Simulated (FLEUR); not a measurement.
**RhAg: changing the strain (εzz = s)**

```
CELL_PARAMETERS angstrom
2.77759 0.00000 0.00000
-1.38879 2.40546 0.00000
0.00000 0.00000 4.80860
ATOMIC_POSITIONS crystal
Ag 0.00000 0.00000 0.50000
Rh 0.66667 0.33333 0.00000
```

The cell comes from a database or a generator and needn't be the stable form of this composition.

Kept alike: task single point; functional PBEsol; k mesh 9 × 9 × 5; occupations fermi-dirac, width 0.05 eV; no spin polarisation. Program: FLEUR, all-electron, FLAPW. The mesh is that of the run's cell of 2 atoms. No spin-orbit coupling.

```tsv
s	free energy over the lowest row (meV/atom)
-0.04	0.00
-0.02	?
-0.01	12.49
0	21.50
0.01	32.49
0.02	45.46
0.04	76.23
```

The cell shown is the unstrained one; x, y and z are its Cartesian axes; atoms keep their fractions. For a metal such a mesh leaves the last digits unconverged.

Question: Fit the rows shown and predict the run at -0.02.

Answer: A least-squares parabola through the rows shown is free energy = 10351.4 s² + 958.79 s + 21.61 (largest miss 0.567); at s = -0.02 it gives 6.57 meV/atom. The run gave: free energy over the lowest row 5.66 meV/atom.
